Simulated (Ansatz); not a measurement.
ScAl (CsCl type, Pm-3m) at seven volumes, LDA (plane waves, PAW; program Ansatz), scaled uniformly. One row is withheld.

```csv
V (Å³/atom),P (GPa)
16.460,9.93
17.003,?
17.545,2.84
18.088,0.00
18.630,-2.43
19.173,-4.48
19.716,-6.28
```

Q: Fit the shown pressures and predict the withheld one.

A: P = (3/2)B₀(x^(7/2) − x^(5/2))[1 + (3/4)(B′ − 4)(x − 1)] with x = (V₀/V)^(2/3). Least squares on the six rows gives V₀ = 18.089 Å³/atom, B₀ = 86.9 GPa, B′ = 4.06. At V = 17.003, x = 1.0421 and P = 6.10 GPa. The run itself gave 6.11 GPa.

The first step of the workflow began from a Materials Project structure, measured or hypothetical; the Crystallography Open Database copy checked does not list it. With Sc and Al taken as one species the cell has the higher symmetry Im-3m, so it may be an ordered model of a mixed-site phase. Its standing as an ambient phase is unchecked. The LDA relaxation kept the symmetry of its start; of distortions, only those at the zone centre were tested. No spin polarisation was allowed.

Potentials: the later of the program's two PAW sets.
